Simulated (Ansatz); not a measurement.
An elastic constant from a strain scan in Sr

The calculation used DFT PBEsol, scalar-relativistic, plane waves, PAW (Ansatz). Settings: plane waves to 420 eV, k-mesh 12×12×8 (Γ-centred), Gaussian smearing 0.15 eV. No spin polarisation. Energies are free energies at this smearing, counted from the undisturbed cell; pressure is positive in compression.

The starting cell (as given, not relaxed at this level; it stands at -0.9 GPa; this form isn't the usual structure):

```
Sr
1.0
     4.31000    0.00000    0.00000
    -2.15500    3.73257    0.00000
     0.00000    0.00000    7.05000
Sr
2
Direct
  0.33333 0.66667 0.25000
  0.66667 0.33333 0.75000
```

The cell is strained by ε times the Voigt pattern (0, 0, 0, 0, 1, 0) (xx, yy, zz, yz, xz, xy; engineering shear) with fractional coordinates fixed. The cell holds 2 atoms in V0 = 113.42 Å³. The stress column is τ = (1/V0) dE/dε, got from the stress tensor σ (compression positive) at each point as −det(1 + εP) σ : P(1 + εP)⁻¹, with P the pattern as a tensor.

| ε | ΔE (meV/atom) | τ (GPa) |
| --- | --- | --- |
| -0.0350 | 1.171 | -0.188 |
| -0.0300 | 0.861 | -0.162 |
| -0.0250 | 0.599 | -0.135 |
| -0.0200 | 0.383 | -0.108 |
| -0.0150 | 0.216 | -0.081 |
| -0.0100 | 0.096 | -0.054 |
| -0.0050 | 0.024 | -0.027 |
| 0.0000 | 0.000 | 0.000 |
| 0.0050 | 0.024 | 0.027 |
| 0.0100 | 0.096 | 0.054 |
| 0.0150 | 0.216 | 0.081 |
| 0.0200 | 0.383 | 0.108 |
| 0.0250 | 0.599 | 0.135 |
| 0.0300 | 0.861 | 0.162 |
| 0.0350 | 1.171 | 0.188 |
| 0.0400 | ? | ? |

**Question.** Which combination of elastic constants does this scan measure, and how large is it?

**Answer.** For small ε, τ = τ0 + Kε with K = pᵀCp, which for this pattern is C55 in the Cartesian frame shown. The parabola through τ at ε = -0.0050, 0 and 0.0050 has slope K = 5.4 GPa at zero. The energies per cell, E = NΔE, of the wider pair ε = ±0.0300 give K = 2[E(ε₊)/ε₊ − E(ε₋)/ε₋]/[(ε₊ − ε₋)V0] = 5.4 GPa, in agreement. These are clamped-ion values. The start is under stress, which shifts K from the elastic constant by about the size of that stress.

**Question.** Predict the withheld row at ε = 0.0400 from the harmonic law, and compare.

**Answer.** ΔE = V0(τ0 ε + Kε²/2)/N = 1.535 meV/atom and τ = 0.22 GPa. The calculation gives 1.528 meV/atom and 0.22 GPa, a miss of 0.01 meV/atom at most, so the harmonic law still holds here.

In a metal these slopes depend on the k mesh and the smearing.